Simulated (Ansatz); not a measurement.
Fields on a plane of NaF (rock salt)

```yaml
crystal:
  lattice:
    - [0.00000, 2.35078, 2.35078]
    - [2.35078, 0.00000, 2.35078]
    - [2.35078, 2.35078, 0.00000]
  atoms:
    - { symbol: F, position: [0.00000, 0.00000, 0.00000] }
    - { symbol: Na, position: [0.50000, 0.50000, 0.50000] }
```

The slice is a {111} plane (indices of the conventional cell) through the point (0.000, 0.000, 0.000) (fractional), spanned by u = [100] and v = [-1 2 0] in vectors of this cell: u (3.32 Å) and v (5.76 Å, at 90° to u). It covers one period; positions are fractions (u, v).

Atoms on it: F at (0.00, 0.00); F at (0.50, 0.50).

These are PBE (plane waves to 420 eV, PAW, scalar-relativistic; Ansatz, a quantum-chemistry and plane-wave program) values and carry that method's errors. k mesh 12×12×12. These are valence fields of a PAW run, semicore shells included where kept as valence: close to a nucleus they are smooth pseudo fields. NaF was relaxed with its symmetry unable to fall. The relaxed volume of NaF is well above the measured one; the method has no dispersion term.

```
v \ u  0.00  0.14  0.29  0.43  0.57  0.71  0.86
-----  ----  ----  ----  ----  ----  ----  ----
0.88   0.79  0.71  0.30  0.01  0.01  0.30  0.71
0.75   0.04  0.02  0.02  0.04  0.04  0.02  0.02
0.62   0.01  0.07  0.56  0.77  0.77  0.56  0.07
0.50   0.01  0.32  0.79     x     x  0.79  0.32
0.38   0.01  0.07  0.56  0.77  0.77  0.56  0.07
0.25   0.04  0.02  0.02  0.04  0.04  0.02  0.02
0.12   0.79  0.71  0.30  0.01  0.01  0.30  0.71
0.00      x     x  0.63  0.05  0.05  0.63     x
```

Values: electron localisation function (ELF). Points within 0.5 Å of a nucleus are blanked (x), as the pseudised field means little there.

```
|xxxxx86468xxxx|
|xxxx9632369xxx|
|xxx884102587xx|
|xx98630003689x|
|77765311134777|
|44455444445544|
|11356777777431|
|003689xxx98630|
|01488xxxxx7852|
|2369xxxxxxx963|
|468xxxxxxxxx86|
|579xxxxxxxxx97|
|468xxxxxxxxx86|
|2369xxxxxxx963|
|02587xxxxx8841|
|003689xxx98630|
|11347777776531|
|44455444445544|
|77774311135677|
|xx98630003689x|
|xxx785201488xx|
|xxxx9632369xxx|
|xxxxx86468xxxx|
|xxxxx97579xxxx|
```
Scale: ten equal steps from 4.02 (start of '0') to 5.80 (end of '9'), in the order '0123456789'. Values: electrostatic potential energy of an electron, from the cell's mean, in eV. The map has 14 points along u (one character each, u = 0 at the left) and 24 along v (v = 0 in the bottom row). Points within 1 Å of a nucleus are blanked (x), as the pseudised field means little there. The zero, the cell's mean, hangs on the PAW cores.
